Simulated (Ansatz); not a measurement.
BAs:
```xyz
2
Lattice="0.0000 2.3840 2.3840 2.3840 0.0000 2.3840 2.3840 2.3840 0.0000" Properties=species:S:1:pos:R:3 pbc="T T T"
As     3.5760     3.5760     3.5760
B      0.0000     0.0000     0.0000
```

x, y and z are the axes in which the lattice vectors are written.

Give the high-frequency dielectric tensor and the Born effective charge tensors of the independent atoms from DFPT, DFT-PBEsol in the program Ansatz with PAW potentials.


ε∞:
```
9.87  0.00  0.00
0.00  9.87  0.00
0.00  0.00  9.87
```
Z* of atom 1 (As), rows: field, columns: displacement, in e:
```
0.49  0.00  0.00
0.00  0.49  0.00
0.00  0.00  0.49
```
Z* of atom 2 (B), rows: field, columns: displacement, in e:
```
-0.49   0.00   0.00
 0.00  -0.49   0.00
 0.00   0.00  -0.49
```

Space group F-43m (zinc blende). Symmetry was held in the PBEsol relaxation. Scalar-relativistic: spin–orbit coupling is off unless named, which matters more the heavier the elements.

Potentials: the later of the program's two PAW sets.
